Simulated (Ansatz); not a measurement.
Relaxed-ion elastic tensor of TePb2S in space group R-3m (No. 166; Te on 3b, Pb on 6c, S on 3a) in GPa (Voigt order), the program Ansatz at the PBEsol level (PAW); density 8.13 g/cm³, 29.31 Å³ per atom.

```json
[
 {"": "1", "1": "88.9", "2": "27.3", "3": "40.0", "4": "20.7", "5": "0.0", "6": "0.0"},
 {"": "2", "1": "27.3", "2": "88.9", "3": "40.0", "4": "-20.7", "5": "0.0", "6": "0.0"},
 {"": "3", "1": "40.0", "2": "40.0", "3": "72.0", "4": "0.0", "5": "0.0", "6": "0.0"},
 {"": "4", "1": "20.7", "2": "-20.7", "3": "0.0", "4": "47.1", "5": "0.0", "6": "0.0"},
 {"": "5", "1": "0.0", "2": "0.0", "3": "0.0", "4": "0.0", "5": "47.1", "6": "20.7"},
 {"": "6", "1": "0.0", "2": "0.0", "3": "0.0", "4": "0.0", "5": "20.7", "6": "30.8"}
]
```

Is the crystal mechanically stable?

Yes: the smallest eigenvalue of C is 16.7 GPa.

Work out the Voigt, Reuss and Hill averages.

K_V = 51.6, K_R = 51.6, K_H = 51.6; G_V = 34.5, G_R = 23.6, G_H = 29.0 GPa.

Give Young's modulus, Poisson's ratio, Pugh's ratio and the universal anisotropy index.

E = 9KG/(3K + G) = 73.3 GPa; ν = 0.26; K/G = 1.78 (near the Pugh limit of 1.75, no verdict); A_U = 5G_V/G_R + K_V/K_R − 6 = 2.32.

Estimate the sound speeds and the Debye temperature.

v_l = √((K + 4G/3)/ρ) = 3330 m/s, v_t = √(G/ρ) = 1890 m/s, mean 2100 m/s; Θ = (h/k)(3n/4πV)^(1/3) v_m = 203 K.

Solve the Christoffel equation for the three sound speeds along x, y, z.

Eigenvalues of C_ijkl n_j n_l equal ρv². In km/s, slowest first: x 1.43, 2.74, 3.31; y 1.95, 2.18, 3.46; z 2.41, 2.41, 2.98.

How much does each axis shrink under pressure?

Linear compressibilities β_i = Σ_j S_ij (j = 1 to 3): x 6.2, y 6.2, z 7.0 per TPa.

The first step of the workflow began from a Materials Project structure, measured or hypothetical; the Crystallography Open Database copy checked does not list it. Whether it is the stable phase at ambient conditions was not checked. Symmetry was held in the PBEsol relaxation; of distortions, only those at the zone centre were tested. Spin–orbit coupling is left out wherever it is not named.

Potentials: the later of the program's two PAW sets.
